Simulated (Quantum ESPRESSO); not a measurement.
**Kohn-Sham bands of RbH2N (P2₁/m)**

```
CELL_PARAMETERS angstrom
      4.84115     0.00000     0.00000
      0.00000     3.94726     0.00000
     -0.99432     0.00000     6.33460
ATOMIC_POSITIONS crystal
  Rb 0.20399 0.25000 0.30141
  Rb 0.79601 0.75000 0.69859
  H  0.33637 0.45029 0.86950
  H  0.66363 0.54971 0.13050
  H  0.66363 0.95029 0.13050
  H  0.33637 0.04971 0.86950
  N  0.28967 0.25000 0.76810
  N  0.71033 0.75000 0.23190
```

Materials Project entry mp-697144; symmetrised, unrelaxed at this level. Not found in the COD (Crystallography Open Database) copy used; not checked further. Method: LDA plane waves in Quantum ESPRESSO 7.5 (PseudoDojo norm-conserving files, 68 Ry, no spin polarisation, no spin-orbit coupling), Bloch states on a 6×8×6 mesh through Γ, Wannier90 4.0.1. Density: 6×8×6 mesh, cold smearing 0.01 Ry.

### Question
List the Kohn-Sham levels between −8 and 4.8 eV relative to the valence-band maximum at the high-symmetry points, as a band run of pw.x on that density gives them (levels within 2 meV counted together).

### Answer
```json
[
 {"point": "Γ", "k (reciprocal lattice)": "0.000 0.000 0.000", "levels (eV)": "-5.36, -5.00, -2.51, -1.87, -0.06, -0.05, 1.81, 3.64"},
 {"point": "Z", "k (reciprocal lattice)": "0.000 0.500 0.000", "levels (eV)": "-6.07 (×2), -1.95 (×2), -0.41 (×2), 4.27 (×2)"},
 {"point": "D", "k (reciprocal lattice)": "0.000 0.500 0.500", "levels (eV)": "-6.11 (×2), -2.16 (×2), -0.46 (×2), 4.72 (×2)"},
 {"point": "B", "k (reciprocal lattice)": "0.000 0.000 0.500", "levels (eV)": "-5.40, -4.97, -2.79, -2.20, -0.19, 0.00, 3.03, 3.90, 4.21, 4.58"},
 {"point": "A", "k (reciprocal lattice)": "-0.500 0.000 0.500", "levels (eV)": "-5.48, -5.09, -2.88, -2.08, -0.91, -0.50, 4.01, 4.67"},
 {"point": "E", "k (reciprocal lattice)": "-0.500 0.500 0.500", "levels (eV)": "-5.76 (×2), -2.22 (×2), -0.15 (×2)"},
 {"point": "C_2", "k (reciprocal lattice)": "-0.500 0.500 0.000", "levels (eV)": "-5.75 (×2), -1.99 (×2), -0.10 (×2), 3.89 (×2)"},
 {"point": "Y_2", "k (reciprocal lattice)": "-0.500 0.000 0.000", "levels (eV)": "-5.48, -5.07, -2.53, -1.81, -0.86, -0.67, 3.73, 4.18"}
]
```
